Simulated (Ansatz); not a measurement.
Ge:
```xyz
2
Lattice="0.0000 2.8367 2.8367 2.8367 0.0000 2.8367 2.8367 2.8367 0.0000" Properties=species:S:1:pos:R:3 pbc="T T T"
Ge     2.8367     2.8367     2.8367
Ge     4.2550     4.2550     4.2550
```

Relaxed with r²SCAN. Special points in fractions of this cell's reciprocal vectors: Γ (0.000, 0.000, 0.000); X (0.500, 0.000, 0.500); U (0.625, 0.250, 0.625); K (0.375, 0.375, 0.750); L (0.500, 0.500, 0.500); W (0.500, 0.250, 0.750).

Task: List the band energies nearest the valence-band maximum at these points for plane-wave PAW r²SCAN (Ansatz code).

Result: In eV from the valence-band maximum; about four levels below and three above (degenerate sets whole), none deeper than 8.9 eV; points with the same levels are listed once.

```csv
k,below,above
Γ,0.00 0.00 0.00,0.36 2.72 2.72 2.72
X,-3.19 -3.19,0.99 0.99 10.05 10.05
U,-8.56 -4.45 -2.74,1.41 4.41 7.68
L,-7.82 -1.47 -1.47,0.44 4.00 4.00
W,-4.01 -4.01,4.67 4.67 5.06 5.06
```

Space group Fd-3m (diamond). The cell was relaxed with r²SCAN under the symmetry of its start. Scalar-relativistic: spin–orbit coupling is off unless named, which matters more the heavier the elements.

Potentials: the later of the program's two PAW sets.
